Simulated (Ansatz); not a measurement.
The guess for Li2CdCuC6N6 was made by a generator: cyanide-bridged rock-salt net of two metals, 2 guest cations a cell (Fm-3m, No. 225). The dimensions are guesses.

```cif
data_structure
_symmetry_space_group_name_H-M 'P 1'
_symmetry_Int_Tables_number 1
_cell_length_a 7.3235
_cell_length_b 7.3235
_cell_length_c 7.3235
_cell_angle_alpha 60.000
_cell_angle_beta 60.000
_cell_angle_gamma 60.000
_cell_volume 277.74
loop_
_atom_site_label
_atom_site_type_symbol
_atom_site_fract_x
_atom_site_fract_y
_atom_site_fract_z
_atom_site_occupancy
Li1 Li 0.25000 0.25000 0.25000 1
Li2 Li 0.75000 0.75000 0.75000 1
Cd1 Cd 0.00000 0.00000 0.00000 1
Cu1 Cu 0.50000 0.50000 0.50000 1
C1 C 0.80680 0.19320 0.19320 1
C2 C 0.19320 0.80680 0.19320 1
C3 C 0.19320 0.19320 0.80680 1
C4 C 0.19320 0.80680 0.80680 1
C5 C 0.80680 0.19320 0.80680 1
C6 C 0.80680 0.80680 0.19320 1
N1 N 0.69383 0.30617 0.30617 1
N2 N 0.30617 0.69383 0.30617 1
N3 N 0.30617 0.30617 0.69383 1
N4 N 0.30617 0.69383 0.69383 1
N5 N 0.69383 0.30617 0.69383 1
N6 N 0.69383 0.69383 0.30617 1
```

Theory: Ansatz, DFT PBE, scalar-relativistic, plane waves, PAW. Cutoff 420 eV, Gaussian smearing, Γ-centred meshes. Cell and atoms relax first on a coarse mesh and then on a finer one. In between, the cell is made exact in the group found at 0.06 Å. In metals the finer mesh still leaves noise of several meV/atom or more. The steps can't lower the symmetry of their start. Collinear spin, starting moments Cu 1.0 μB.

A guess keeps its type if space group and coordination stay and the shape of the cell changes little (axis ratios within about 15 %, angles within 6°); the volume may change.

Question: Will the relaxed cell still be of the starting type?

Answer: It keeps its type. The symmetry stays Fm-3m (No. 225). The volume per atom grows by 30.9 %, from 17.4 to 22.7 Å³. The shortest distance stays 1.17 Å (C–N). Counting neighbours within 15 % of an atom's shortest distance, the start has C 1, Cd 6, Cu 6, Li 24, N 1 and the end C 1, Cd 6, Cu 6, Li 24, N 1.

Energies over the elements count from the elements' standard structures at the same level (N₂ as a molecule), with no fitted energy shifts.

Question: At what energy does it end?

Answer: +0.55 eV/atom. A positive value: parting into the elements would lower its energy.

The last run used collinear spin, a 6×6×6 mesh for its 16-atom cell and Gaussian smearing of 0.10 eV. The reference form of C is held partly by dispersion forces, which this level lacks. The magnetic state reached may not be the lowest. Symmetry constrained the relaxation, so the result can be a saddle point.
